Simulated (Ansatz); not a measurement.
Ga$_{3}$Ir in space group P4_2/mnm (No. 136; Ga on 4c, Ga on 8j, Ir on 4f) at seven volumes, r²SCAN in the plane-wave PAW code Ansatz, shape and atoms relaxed at each. One row is withheld.

| V (Å³/atom) | P (GPa) |
|---|---|
| 15.977 | 14.20 |
| 16.503 | 8.56 |
| 17.030 | 3.89 |
| 17.557 | 0.00 |
| 18.084 | -3.24 |
| 18.610 | -5.97 |
| 19.137 | ? |

Q: Fit the shown pressures and predict the withheld one.

A: Third-order Birch–Murnaghan: P = (3/2)B₀(x^(7/2) − x^(5/2))[1 + (3/4)(B′ − 4)(x − 1)] with x = (V₀/V)^(2/3). Least squares on the six rows gives V₀ = 17.556 Å³/atom, B₀ = 118.5 GPa, B′ = 5.08. At V = 19.137, x = 0.9441 and P = -8.21 GPa. The run itself gave -8.23 GPa.

The first step of the workflow began from a Materials Project structure, measured or hypothetical; the Crystallography Open Database copy checked does not list it. Whether it is the stable phase at ambient conditions was not checked. The r²SCAN relaxation kept the symmetry of its start; its stability against distortions is not shown here. The run is not spin-polarised. Scalar-relativistic: spin–orbit coupling is off unless named, which matters more the heavier the elements.

Potentials: the later of the program's two PAW sets.
